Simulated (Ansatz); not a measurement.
# Orderings of Ga4As3N on the rock salt lattice

Theory: DFT PBE, scalar-relativistic, plane waves, PAW (Ansatz). All cells share a 420 eV cutoff and Γ-centred k meshes spaced at most about 0.3 Å⁻¹ (about 0.25 or finer for metals, 2π included). No spin polarisation.

All energies are static (0 K, no zero-point motion). Each row is a relaxed arrangement of As and N on shared sites of the rock salt type. The column n gives the unlike atoms among the 12 nearest shared sites, averaged over those sites; energies count from the lowest row.

```
row       space group    source  atoms  n (of 12)  V (Å³/atom)  gap on mesh (eV)  ΔE (meV/atom)
  1  P4/mmm (No. 123)  invented      8       4.00        18.11                 0             29
  2   Pm-3m (No. 221)  invented      8       6.00        17.53                 0              ?
  3  I4/mmm (No. 139)  invented      8       6.00        17.63                 0              0
```

The cell of row 2:

```
Ga As N
1.0
     5.19508    0.00000    0.00000
     0.00000    5.19508    0.00000
     0.00000    0.00000    5.19508
Ga As N
4 3 1
Cartesian
  2.5975 2.5975 2.5975
  0.0000 2.5975 0.0000
  2.5975 0.0000 0.0000
  0.0000 0.0000 2.5975
  2.5975 0.0000 2.5975
  0.0000 2.5975 2.5975
  2.5975 2.5975 0.0000
  0.0000 0.0000 0.0000
```

Task: Estimate the missing energy, and say where the row ranks.

Result: 189 meV/atom, above row 1, the highest. The count n alone doesn't order these rows. Rows 2 and 3 share n and still differ by 189 meV/atom, so farther pairs, strain or a change of electronic state count too. Row 2: Ga on a site of symmetry m-3m has 6 As at 2.60 Å; around Ga on a site of symmetry 4/mmm lie 2 N at 2.60 Å and 4 As at 2.60 Å; As has 6 Ga at 2.60 Å; around N lie 6 Ga at 2.60 Å.

Only small cells were tried; in real samples the shared sites are often disordered. Some types were kept out of the candidates beforehand, so the set may lack a known form.
